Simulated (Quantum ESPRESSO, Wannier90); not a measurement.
Wannier functions of CaSe (rock salt)

Structure: Materials Project mp-1415, symmetrised, not relaxed again. COD (Crystallography Open Database) has an entry of this formula and space group (matched by these alone). Method: PBEsol plane waves in Quantum ESPRESSO 7.5 (PseudoDojo norm-conserving files, 69 Ry, no spin polarisation, no spin-orbit coupling), Bloch states on a 10×10×10 mesh through Γ, Wannier90 4.0.1. Density: 10×10×10 mesh, cold smearing 0.01 Ry. Spin-orbit coupling, left out, would split the p-like bands by a few tenths of an eV.

Input w.win:

```
num_bands = 18
num_wann = 10
exclude_bands = 1-9
num_iter = 0
conv_tol = 1.0e-6
conv_window = 4
dis_num_iter = 1000
dis_conv_tol = 1.0e-6
dis_froz_max = 10.61
write_hr = true
write_u_matrices = true
begin projections
Ca: s;d
Se: s;p
end projections
begin unit_cell_cart
ang
    0.0000000000    2.9702400000    2.9702400000
    2.9702400000    0.0000000000    2.9702400000
    2.9702400000    2.9702400000    0.0000000000
end unit_cell_cart
begin atoms_frac
Ca   0.0000000000  0.0000000000  0.0000000000
Se   0.5000000000  0.5000000000  0.5000000000
end atoms_frac
mp_grid = 10 10 10
begin kpoints
0.0000000000 0.0000000000 0.0000000000
0.0000000000 0.0000000000 0.1000000000
0.0000000000 0.0000000000 0.2000000000
... (997 more lines: the 10x10x10 mesh through Gamma)
end kpoints
```

On the energy scale of pw.x, whose zero is arbitrary, the valence-band maximum lies at 7.14 eV. Lines of w_hr.dat (R1 R2 R3 m n Re Im, eV) for R = 0 and one of the shortest lattice vectors, rounded to 0.01 eV, lines under 0.02 eV left out; orbitals in order: Ca1 s, Ca1 dz2, Ca1 dxz, Ca1 dyz, Ca1 dx2-y2, Ca1 dxy, Se2 s, Se2 pz, Se2 px, Se2 py.

```
    0    0    0    1    1    12.69     0.00
    0    0    0    2    2    12.61     0.00
    0    0    0    3    3    11.79     0.00
    0    0    0    8    3     0.03     0.00
    0    0    0    9    3     0.03     0.00
    0    0    0    4    4    11.79     0.00
    0    0    0    8    4     0.03     0.00
    0    0    0   10    4     0.03     0.00
    0    0    0    5    5    12.61     0.00
    0    0    0    6    6    11.79     0.00
    0    0    0    9    6     0.03     0.00
    0    0    0   10    6     0.03     0.00
    0    0    0    7    7    -3.52     0.00
    0    0    0    3    8     0.03     0.00
    0    0    0    4    8     0.03     0.00
    0    0    0    8    8     6.86     0.00
    0    0    0    3    9     0.03     0.00
    0    0    0    6    9     0.03     0.00
    0    0    0    9    9     6.86     0.00
    0    0    0    4   10     0.03     0.00
    0    0    0    6   10     0.03     0.00
    0    0    0   10   10     6.86     0.00
   -1    0    0    1    1    -0.19     0.00
   -1    0    0    2    1    -0.03     0.00
   -1    0    0    4    1    -0.15     0.00
   -1    0    0    5    1     0.05     0.00
   -1    0    0    1    2    -0.03     0.00
   -1    0    0    4    2    -0.03     0.00
   -1    0    0    3    3     0.14     0.00
   -1    0    0    6    3     0.07     0.00
   -1    0    0    1    4    -0.15     0.00
   -1    0    0    2    4    -0.03     0.00
   -1    0    0    4    4    -0.42     0.00
   -1    0    0    5    4     0.04     0.00
   -1    0    0    1    5     0.05     0.00
   -1    0    0    4    5     0.04     0.00
   -1    0    0    5    5    -0.04     0.00
   -1    0    0    3    6     0.07     0.00
   -1    0    0    6    6     0.14     0.00
   -1    0    0    1    7    -0.71     0.00
   -1    0    0    2    7     0.50     0.00
   -1    0    0    5    7    -0.87     0.00
   -1    0    0    7    7    -0.04     0.00
   -1    0    0    8    7     0.04     0.00
   -1    0    0   10    7     0.04     0.00
   -1    0    0    3    8    -0.64     0.00
   -1    0    0    7    8    -0.04     0.00
   -1    0    0    8    8     0.16     0.00
   -1    0    0    1    9     1.49     0.00
   -1    0    0    2    9    -0.67     0.00
   -1    0    0    5    9     1.17     0.00
   -1    0    0    9    9    -0.05     0.00
   -1    0    0    6   10    -0.64     0.00
   -1    0    0    7   10    -0.04     0.00
   -1    0    0   10   10     0.16     0.00
```
